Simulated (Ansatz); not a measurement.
SiO2:
```cif
data_O6Si3
_chemical_formula_sum 'Si3 O6'
_space_group_name_H-M_alt 'P6422'
_space_group_IT_number 181
_space_group_name_Hall 'P 64 2 (0 0 2)'
_cell_length_a 5.05939
_cell_length_b 5.05939
_cell_length_c 5.54081
_cell_angle_alpha 90.000
_cell_angle_beta 90.000
_cell_angle_gamma 120.000
loop_
_atom_site_label
_atom_site_type_symbol
_atom_site_symmetry_multiplicity
_atom_site_Wyckoff_symbol
_atom_site_fract_x
_atom_site_fract_y
_atom_site_fract_z
_atom_site_occupancy
Si1 Si 3 c 0.50000 0.00000 0.00000 1
O1 O 6 j 0.20825 0.41650 0.50000 1
```

Relaxed with r²SCAN. The program Ansatz at the r²SCAN level (PAW) gives a gap of 6.29 eV.

Question: What gap does HSE06 give on the same cell (Ansatz, PAW)?

Answer: 7.50 eV, 1.20 eV more. The hybrid was solved on a coarser mesh and at special points; its gap is the smallest among all of these.

```tsv
k	v1 r²SCAN	c1 r²SCAN	v1 HSE06	c1 HSE06
Γ	-0.20	6.29	-0.20	7.50
A	-0.01	8.16	(withheld)	(withheld)
K	-0.07	9.15	(withheld)	(withheld)
H	-0.68	9.63	-0.71	10.76
M	-0.01	8.42	(withheld)	(withheld)
L	-0.35	9.51	(withheld)	(withheld)
```

Question: Top valence (v1) and lowest conduction level (c1) in eV from each method's valence maximum (which need not be a listed point): supply the withheld HSE06 values.

Answer: 
- K, v1 HSE06: -0.07
- K, c1 HSE06: 10.40
- M, v1 HSE06: -0.01
- M, c1 HSE06: 9.64
- L, v1 HSE06: -0.36
- L, c1 HSE06: 10.71
- A, v1 HSE06: -0.01
- A, c1 HSE06: 9.38

Cost on shared cores: the r²SCAN run (SCF on a 6×6×5 mesh, then bands and DOS) roughly 4 core-minutes, the HSE06 run (SCF on 4×4×3, then a few points) about 6 core-minutes (a rough figure); the tasks are unlike.

Space group P6_422. This is a known high-temperature phase of the composition, computed here at zero pressure and temperature. The r²SCAN relaxation kept the symmetry of its start; whether a distortion lowers the energy is not shown.

Potentials: the later of the program's two PAW sets.
